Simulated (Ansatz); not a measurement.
Ansatz input

```yaml
crystal:
  lattice:
    - [4.9918151869, 0.0, 0.0]
    - [-2.4959075934, 4.3230387628, 0.0]
    - [0.0, 0.0, 2.9229680716]
  atoms:
    - { symbol: Li, position: [0.0, 0.0, 0.0] }
    - { symbol: Li, position: [0.3333333333, 0.6666666667, 0.5] }
    - { symbol: Li, position: [0.6666666667, 0.3333333333, 0.5] }
hamiltonian:
  xc: r2scan
  pseudopotentials:
    kind: paw
    azcp:
      Li: "pseudopotentials/Li.paw.azcp"
basis:
  ecutwfc: 500
  fft_grid_basis: typed
kpoints:
  mp_grid: { grid: [8, 8, 12], shift: [0, 0, 0] }
magnetization:
  spin_polarized: false
scf:
  occupations: { method: fermi_dirac, width: 0.1 }
  lower_state_search: "off"
output:
  stress: true
```

Terminal output

```
Engine: ansatz 0.2.0, x86_64-unknown-linux-gnu
Pseudopotentials: kind: paw
Pseudopotential: Li, paw, valence charge 3, recommended cutoff 500 eV (meta_gga) 
Functional definition: r2SCAN
  parameter k0 = 0.174
  parameter k1 = 0.065
  parameter a1 = 4.9479
  exchange = r2scan_x(k0 = k0, k1 = k1, a1 = a1)
  correlation = r2scan_c
Crystal: 3 atoms, lattice volume = 63.077 Å³
Basis set: ecut = 500 eV, 1601 PW (Γ), exchange–correlation on 160×160×96 points (64 copies of the dense FFT grid, shifted against one another)
Bands: 9, of which v1, the nominal top of the filled ones, is band 5 counted from 1 (4 counted from 0)
Symmetry: 24 space group operations
Space group: P6/mmm (ITA 191), of the structure as read, at distance tolerance 4.0e-5 Å
k-points: 70 of 768
Non-local potential: Li, projectors of the file, l = 0: 3, l = 1: 2, l = 2: 1
PAW form: soft (Blöchl's): semilocal exchange-correlation on the pseudo side does not see the compensation charge
PAW one-centre angular grid: Li, 302 points (default); XC on 327 of its mesh's 2665 points in the sphere
Initial density: superposition of atomic densities (neutral atoms: chi_scale 0, normalization atom), corrected by the library's trained network
Initial wavefunctions: pseudopotential atomic-orbital guess
Functional: x = r2scan, c = r2scan; τ floored in thin density (d = 2e-4 eV/Å³)
SCF iter   1: F=-615.385012 eV  HF=-615.386898 eV  |F-HF|=1.89e-3  |Δ(HF+E_count)|=         —  Δρ=2.44e-3  dr2=2.66e-3  dr2_τ=9.54e-4  ethr=1.77e-3  ⟨swp⟩=4.0  Hψ=3700  notcnv=0
SCF iter   2: F=-615.385832 eV  HF=-615.385963 eV  |F-HF|=1.31e-4  |Δ(HF+E_count)|=   9.35e-4  Δρ=1.36e-3  dr2=1.16e-3  dr2_τ=2.71e-5  ethr=2.95e-5  ⟨swp⟩=2.0  Hψ=1819  notcnv=0  defer=1
SCF iter   3: F=-615.385969 eV  HF=-615.385962 eV  |F-HF|=7.51e-6  |Δ(HF+E_count)|=   1.01e-6  Δρ=1.18e-4  dr2=1.10e-5  dr2_τ=9.87e-7  ethr=1.28e-5  ⟨swp⟩=2.1  Hψ=901  notcnv=0  defer=1
SCF iter   4: F=-615.385971 eV  HF=-615.385971 eV  |F-HF|=1.74e-7  |Δ(HF+E_count)|=   8.94e-6  Δρ=2.74e-5  dr2=3.83e-7  dr2_τ=2.12e-8  ethr=1.22e-7  ⟨swp⟩=2.9  Hψ=971  notcnv=0  defer=1
iter 5 did not close the SCF: its close was put off for the readings that it lacked (scf_convergence_deferred on its scf_iter line)
SCF iter   5: F=-615.385971 eV  HF=-615.385971 eV  |F-HF|=2.01e-9  |Δ(HF+E_count)|=   1.93e-7  Δρ=1.70e-6  dr2=1.25e-9  dr2_τ=8.84e-11  ethr=4.25e-9  ⟨swp⟩=1.6  Hψ=713  notcnv=0  defer=1
SCF iter   6: F=-615.385971 eV  HF=-615.385971 eV  |F-HF|=8.53e-12  |Δ(HF+E_count)|=   2.33e-9  Δρ=1.36e-7  dr2=2.35e-11  dr2_τ=2.62e-13  ethr=1.39e-11  ⟨swp⟩=1.0  Hψ=1911  notcnv=0
SCF 1 converged in 6 iterations: F = -615.385971 eV  dr2 = 2.35e-11
SCF converged after 6 iterations
Free energy (F): -615.385971 eV
Harris-Foulkes:  -615.385971 eV  (|F-HF|=8.53e-12)
Internal energy: -615.341287 eV  (E = F + TS)
E sigma→0 (E₀):  -615.363629 eV
Entropy (-TS):   -0.044684 eV (-14.895 meV/atom)
Fermi energy:    0.952023 eV
--- Per-component energies (eV) ---
  E_band       = -284.892165
  E_kinetic    = 63.385114
  E_local      = -400.550139  (includes V_loc(G=0)·N_el)
  E_nonlocal   = -99.985132
  E_hartree    = 119.129056
  E_xc         = -28.759544
  E_vxc        = -40.977872  (∫ρ·V_xc dr)
  E_paw        = -65.451278  (= ΣΔE_a)
  E_vpaw       = -47.505083  (= ΣTr[D̂ρ^β])
  E_aug_tail   = -0.000302  (compensation charges beyond the density's cutoff)
  E_vtau       = 2.483107  (kinetic-family band-sum trace: ∫τ·v_τ [+ j·A + Jᵃ·Aᵃ] dr)
  E_ewald      = -203.109061
  E_smearing   = -0.044684  (= −TS)
  E_closure    = 0.000000  (closes the sum)
  Σ components = -615.385971   (vs F -615.385971, Δ=0.00e0)
--- Stress (GPa, compression-positive) ---
       -0.045185       0.000000      -0.000000
       -0.000000      -0.045185      -0.000000
       -0.000000      -0.000000       0.130024
  P = ⅓ Tr σ = 0.0132 GPa (0.132 kbar)
```

Command:

```sh
ansatz run input.yaml --threads 1 --pin off --max-ram 3584MiB --backend cpu --events-out ev --progress --plain --runs-dir out
```

On 1 thread of Intel(R) Xeon(R) Platinum 8259CL CPU @ 2.50GHz (Skylake/Cascade Lake) (shared host) this took about 9 s of wall time and 8.8 s of CPU time.
